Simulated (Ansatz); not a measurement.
The guess for Ca₃C₅ was made by a generator: random cell by space group and Wyckoff sites (F-43m, No. 216). The dimensions are guesses.

```cif
data_structure
_symmetry_space_group_name_H-M 'F-43m'
_symmetry_Int_Tables_number 216
_cell_length_a 7.4158
_cell_length_b 7.4158
_cell_length_c 7.4158
_cell_angle_alpha 90.000
_cell_angle_beta 90.000
_cell_angle_gamma 90.000
_cell_volume 407.83
loop_
_atom_site_label
_atom_site_type_symbol
_atom_site_symmetry_multiplicity
_atom_site_Wyckoff_symbol
_atom_site_fract_x
_atom_site_fract_y
_atom_site_fract_z
_atom_site_occupancy
Ca1 Ca 4 c 0.25000 0.25000 0.25000 1
Ca2 Ca 4 d 0.25000 0.25000 0.75000 1
Ca3 Ca 4 a 0.00000 0.00000 0.00000 1
C1 C 16 e 0.05786 0.44214 0.05786 1
C2 C 4 b 0.50000 0.00000 0.00000 1
```

Level of theory: Ansatz 0.2.0, DFT PBE, scalar-relativistic, plane waves, PAW. Cutoff 420 eV, Gaussian smearing, Γ-centred meshes. Cell and atoms relax first on a coarse mesh and then on a converged one. In between, the cell is made exact in the group found at 0.06 Å. The steps can't lower the symmetry of their start. No spin polarisation in the relaxation; trial moments died out in a coarse test.

A guess keeps its type if space group and coordination stay and the shape of the cell changes little (axis ratios within about 15 %, angles within 6°); the volume may change.

**Question.** Will the relaxed cell still be of the starting type?

**Answer.** It keeps its type. The symmetry stays F-43m (No. 216). The volume per atom grows by 54.4 %, from 12.7 to 19.7 Å³. The shortest distance goes from 0.74 Å (C–C) to 1.43 Å (C–C). Counting neighbours within 15 % of an atom's shortest distance, the start has C 1/4, Ca 4/20 and the end C 1/4, Ca 4/20.

The last run used a 6×6×6 mesh for its 8-atom cell and Gaussian smearing of 0.02 eV. Symmetry constrained the relaxation, so the result can be a saddle point.

In counts of neighbours, a slash parts the counts of unlike sites.
